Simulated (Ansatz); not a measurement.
V3Ge in space group Fm-3m (No. 225; Ge on 4a, V on 4b, V on 8c) under volume change, PBEsol in the plane-wave PAW code Ansatz, scaled uniformly.

| V (Å³/atom) | E − E(relaxed) (meV/atom) | P (GPa) |
|---|---|---|
| 11.867 | 77.4 | 22.95 |
| 12.258 | 32.5 | 14.07 |
| 12.649 | 7.7 | 6.48 |
| 13.041 | 0.0 | 0.00 |
| 13.432 | 6.3 | -5.03 |
| 13.823 | 24.5 | -9.73 |
| 14.214 | 53.3 | -13.76 |

What does a third-order Birch–Murnaghan fit give for V₀, B₀ and B′?

V₀ = 13.05 Å³/atom, B₀ = 194 GPa, B′ = 4.5.

The cell is a constructed one: a structure type filled with these elements; neither database checked (COD, Materials Project) lists it. COD files the formula under space group No. 223, so this cell is another polymorph or a model. Whether it is the stable phase at ambient conditions was not checked. The PBEsol relaxation kept the symmetry of its start. At this level the phase is mechanically unstable. The final state is ferromagnetic, the only order run, not a proven ground state.

Potentials: the earlier of the program's two PAW sets.
